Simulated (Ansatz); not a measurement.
**Phonons of LuC (zincblende structure)**

Method: PBEsol, scalar-relativistic; no spin polarisation; PAW, 420 eV, Gaussian smearing of 0.15 eV; code Ansatz. The datasets are Ansatz's generated set soft_2.

```
Lu C
1.0
     0.00000    2.60644    2.60644
     2.60644    0.00000    2.60644
     2.60644    2.60644    0.00000
Lu C
1 1
Direct
  0.00000 0.00000 0.00000
  0.25000 0.25000 0.25000
```

The structure was built from a prototype; whether the compound forms in it isn't claimed.

Force constants come from finite displacements in a 3×3×3 supercell (the unit cell's 12×12×12 k-mesh, folded to it); the long-range dipole term is not included. Points in reciprocal vectors of this cell: Γ = (0.000, 0.000, 0.000), X = (-0.500, -0.500, 0.000), U = (-0.375, -0.375, 0.250), K = (-0.375, 0.000, 0.375), L = (0.000, 0.000, 0.500), W = (-0.500, -0.250, 0.250).

Task: Is the structure dynamically stable along this path, and where does the spectrum end?

Result: Yes: no branch is imaginary beyond numerical noise. The highest frequency is 535 cm⁻¹, at X. Points that don't fit the supercell are interpolated. The lowest branch at L is only 21 cm⁻¹, so the structure is close to an instability there.

Frequencies at the named points (cm⁻¹, imaginary ones negative):
```
point                ω (cm⁻¹)
    Γ       0 0 0 473 473 473
    X   84 84 145 459 459 535
    U  63 107 143 449 474 511
    K  63 107 143 449 474 511
    L   21 21 152 446 446 520
    W   92 97 141 448 488 495
```

Task: What does the harmonic approximation give for the vibrational free energy, entropy and heat capacity?

Result: Zero-point energy 52.1 meV/atom.
| T (K) | F_vib (meV/atom) | S (J/K per mole of atoms) | C_V (J/K per mole of atoms) |
| --- | --- | --- | --- |
| 100 | 45.9 | 12.8 | 11.5 |
| 200 | 27.3 | 22.6 | 17.1 |
| 300 | -0.2 | 30.2 | 20.5 |
| 400 | -34.8 | 36.4 | 22.2 |
| 500 | -75.2 | 41.4 | 23.1 |
| 600 | -120.4 | 45.7 | 23.6 |
| 700 | -169.7 | 49.4 | 24.0 |
| 800 | -222.5 | 52.6 | 24.2 |
| 900 | -278.5 | 55.4 | 24.3 |
| 1000 | -337.3 | 58.0 | 24.4 |

The highest mode, 535 cm⁻¹, is worth 770 K. At 300 K the heat capacity has reached 82 % of the classical limit 3R = 24.9 J/K per mole of atoms, since the stiffer modes are still partly frozen out.

The crystal is a metal or nearly so; low and unstable modes depend on mesh and smearing.

It ran for 25 min on 4 threads of Arm Neoverse V1 (shared host), peak memory 6.8 GiB.

No spin–orbit coupling, a notable omission for heavy elements. The cell is a metal with an odd number of electrons, and spin polarisation wasn't tried.
